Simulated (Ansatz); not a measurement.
SrO:
```cif
data_O2Sr2
_chemical_formula_sum 'Sr2 O2'
_space_group_name_H-M_alt 'P63/mmc'
_space_group_IT_number 194
_space_group_name_Hall '-P 6c 2c'
_cell_length_a 4.18905
_cell_length_b 4.18905
_cell_length_c 5.04930
_cell_angle_alpha 90.000
_cell_angle_beta 90.000
_cell_angle_gamma 120.000
loop_
_atom_site_label
_atom_site_type_symbol
_atom_site_symmetry_multiplicity
_atom_site_Wyckoff_symbol
_atom_site_fract_x
_atom_site_fract_y
_atom_site_fract_z
_atom_site_occupancy
Sr1 Sr 2 d 0.66667 0.33333 0.25000 1
O1 O 2 c 0.33333 0.66667 0.25000 1
```

Relaxed with LDA.

Problem. Which orbitals make up the states near the band edges in LDA in the plane-wave PAW code Ansatz?

Solution. Top 1 eV of the valence band: O 2p 91 %, outside the projected shells 5 %. Bottom 1 eV of the conduction band: Sr 5s 63 %, O 2s 16 %, O 2p 8 %, outside the projected shells 8 %. Projections are on Löwdin-orthogonalised atomic valence shells; empty p or d shells of many metals are not among them.

Problem. Tabulate the density of states.

Solution. States/eV per cell of 4 atoms, in 0.25 eV bins, energy from the valence-band maximum.

| E (eV) | total | O 2p | Sr 5s | Sr 4p |
|---|---|---|---|---|
| -7.85 | 0.00 | 0.00 | 0.00 | 0.00 |
| -7.60 | 0.00 | 0.00 | 0.00 | 0.00 |
| -7.35 | 0.00 | 0.00 | 0.00 | 0.00 |
| -7.10 | 0.00 | 0.00 | 0.00 | 0.00 |
| -6.85 | 0.00 | 0.00 | 0.00 | 0.00 |
| -6.60 | 0.00 | 0.00 | 0.00 | 0.00 |
| -6.35 | 0.00 | 0.00 | 0.00 | 0.00 |
| -6.10 | 0.00 | 0.00 | 0.00 | 0.00 |
| -5.85 | 0.00 | 0.00 | 0.00 | 0.00 |
| -5.60 | 0.00 | 0.00 | 0.00 | 0.00 |
| -5.35 | 0.00 | 0.00 | 0.00 | 0.00 |
| -5.10 | 0.00 | 0.00 | 0.00 | 0.00 |
| -4.85 | 0.00 | 0.00 | 0.00 | 0.00 |
| -4.60 | 0.00 | 0.00 | 0.00 | 0.00 |
| -4.35 | 0.00 | 0.00 | 0.00 | 0.00 |
| -4.10 | 0.00 | 0.00 | 0.00 | 0.00 |
| -3.85 | 0.00 | 0.00 | 0.00 | 0.00 |
| -3.60 | 0.00 | 0.00 | 0.00 | 0.00 |
| -3.35 | 0.00 | 0.00 | 0.00 | 0.00 |
| -3.10 | 0.00 | 0.00 | 0.00 | 0.00 |
| -2.85 | 0.00 | 0.00 | 0.00 | 0.00 |
| -2.60 | 0.00 | 0.00 | 0.00 | 0.00 |
| -2.35 | 0.00 | 0.00 | 0.00 | 0.00 |
| -2.10 | 0.00 | 0.00 | 0.00 | 0.00 |
| -1.85 | 0.11 | 0.09 | 0.02 | 0.00 |
| -1.60 | 5.12 | 4.08 | 0.70 | 0.04 |
| -1.35 | 5.83 | 4.71 | 0.66 | 0.07 |
| -1.10 | 7.71 | 6.81 | 0.34 | 0.10 |
| -0.85 | 9.32 | 8.51 | 0.07 | 0.13 |
| -0.60 | 7.08 | 6.48 | 0.02 | 0.19 |
| -0.35 | 11.80 | 10.83 | 0.02 | 0.42 |
| -0.10 | 1.02 | 0.97 | 0.00 | 0.02 |
| 0.15 | 0.00 | 0.00 | 0.00 | 0.00 |
| 0.40 | 0.00 | 0.00 | 0.00 | 0.00 |
| 0.65 | 0.00 | 0.00 | 0.00 | 0.00 |
| 0.90 | 0.00 | 0.00 | 0.00 | 0.00 |
| 1.15 | 0.00 | 0.00 | 0.00 | 0.00 |
| 1.40 | 0.00 | 0.00 | 0.00 | 0.00 |
| 1.65 | 0.00 | 0.00 | 0.00 | 0.00 |
| 1.90 | 0.00 | 0.00 | 0.00 | 0.00 |
| 2.15 | 0.00 | 0.00 | 0.00 | 0.00 |
| 2.40 | 0.00 | 0.00 | 0.00 | 0.00 |
| 2.65 | 0.00 | 0.00 | 0.00 | 0.00 |
| 2.90 | 0.07 | 0.00 | 0.04 | 0.00 |
| 3.15 | 0.12 | 0.01 | 0.07 | 0.00 |
| 3.40 | 0.17 | 0.02 | 0.11 | 0.00 |
| 3.65 | 0.44 | 0.03 | 0.15 | 0.00 |
| 3.90 | 1.14 | 0.07 | 0.26 | 0.01 |
| 4.15 | 1.98 | 0.17 | 0.48 | 0.01 |
| 4.40 | 3.22 | 0.32 | 0.85 | 0.03 |
| 4.65 | 2.64 | 0.24 | 0.60 | 0.02 |
| 4.90 | 2.37 | 0.21 | 0.52 | 0.01 |
| 5.15 | 1.70 | 0.15 | 0.45 | 0.01 |
| 5.40 | 1.21 | 0.08 | 0.32 | 0.01 |
| 5.65 | 0.99 | 0.04 | 0.19 | 0.00 |
| 5.90 | 0.98 | 0.02 | 0.11 | 0.00 |
| 6.15 | 1.27 | 0.03 | 0.06 | 0.00 |
| 6.40 | 1.03 | 0.03 | 0.02 | 0.00 |
| 6.65 | 0.99 | 0.03 | 0.03 | 0.00 |
| 6.90 | 1.33 | 0.04 | 0.11 | 0.00 |
| 7.15 | 2.50 | 0.07 | 0.42 | 0.00 |
| 7.40 | 2.69 | 0.08 | 0.52 | 0.01 |

Space group P6_3/mmc. The workflow started from a Materials Project entry (that database holds measured and hypothetical structures alike); the Crystallography Open Database copy checked does not list it. It is not the phase usual at ambient conditions (space group No. 225). The LDA relaxation kept the symmetry of its start; whether a distortion lowers the energy is not shown. Spin–orbit coupling is left out wherever it is not named.

Potentials: the later of the program's two PAW sets.
